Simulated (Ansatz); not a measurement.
# Li3BiP2O8: ¹⁷O NMR of the central transition

Cell: a computed structure from the Materials Project (it need not be an observed phase), ions relaxed with PBE at fixed cell.

Space group C2/m (No. 12); a = 8.6889, b = 5.7416, c = 6.3810 Å, β = 92.16°.

| site | Wyckoff | site symmetry | x | y | z |
| --- | --- | --- | --- | --- | --- |
| Li1 | 4i | m | 0.6606 | 0.0000 | 0.7999 |
| Li2 | 2a | 2/m | 0.0000 | 0.0000 | 0.0000 |
| Bi | 2c | 2/m | 0.0000 | 0.0000 | 0.5000 |
| P | 4i | m | 0.6452 | 0.0000 | 0.2588 |
| O7 | 4i | m | 0.2364 | 0.0000 | 0.9123 |
| O8 | 4i | m | 0.2765 | 0.0000 | 0.5167 |
| O9 | 8j | 1 | 0.5338 | 0.7835 | 0.2347 |

One atom of each set is listed; the run and its k-mesh use a cell of 14 atoms with edges of 5.21, 5.21, 6.38 Å.

Method: Kohn–Sham DFT in Ansatz, PBE, plane waves and PAW, scalar-relativistic, 420 eV cutoff, Γ-centred 4×4×3 k-points, Fermi–Dirac smearing 0.02 eV.

¹⁷O has I = 5/2 and Q = -25.58 mb (Pyykkö 2018); at 14.1 T its Larmor frequency is ν₀ = 81.4 MHz. Only the quadrupole interaction is simulated: positions count from each site's isotropic chemical shift, and J coupling is left out, as are shift anisotropy and dipolar coupling, which fast spinning averages.

Task: Simulate the second-order pattern (fast magic-angle spinning, Gaussian broadening 0.3 kHz) of site O7 (1 P at 1.53 Å, 2 Li at 2.01–2.15 Å; also 2 Li at 3.03 Å, 1 Bi at 3.28 Å).

Result: The calculation gives C_Q = -5.31 MHz and η = 0.29, so ν_Q = 0.797 MHz and the centre of gravity lies at -26.3 ppm (-2.14 kHz).

| offset (kHz) | height |
| --- | --- |
| -5.519 | 0 |
| -5.344 | 3 |
| -5.168 | 7 |
| -4.992 | 8 |
| -4.816 | 9 |
| -4.641 | 9 |
| -4.465 | 9 |
| -4.289 | 10 |
| -4.114 | 10 |
| -3.938 | 13 |
| -3.762 | 26 |
| -3.587 | 41 |
| -3.411 | 51 |
| -3.235 | 65 |
| -3.059 | 88 |
| -2.884 | 90 |
| -2.708 | 76 |
| -2.532 | 68 |
| -2.357 | 65 |
| -2.181 | 64 |
| -2.005 | 65 |
| -1.830 | 67 |
| -1.654 | 73 |
| -1.478 | 84 |
| -1.302 | 100 |
| -1.127 | 96 |
| -0.951 | 78 |
| -0.775 | 67 |
| -0.600 | 57 |
| -0.424 | 37 |
| -0.248 | 10 |
| -0.073 | 1 |

At O7 V_zz points along its shortest bond, to P (within 1°).

The relaxation (5 steps) took 34 s of wall time (34 s of CPU time) and 0.53 GiB at its peak, on 1 thread of Arm Neoverse V2 (aarch64; 8 cores open to the job, memory cap 2.5 GiB, no GPU), a shared host with a load of 0.6 a core.
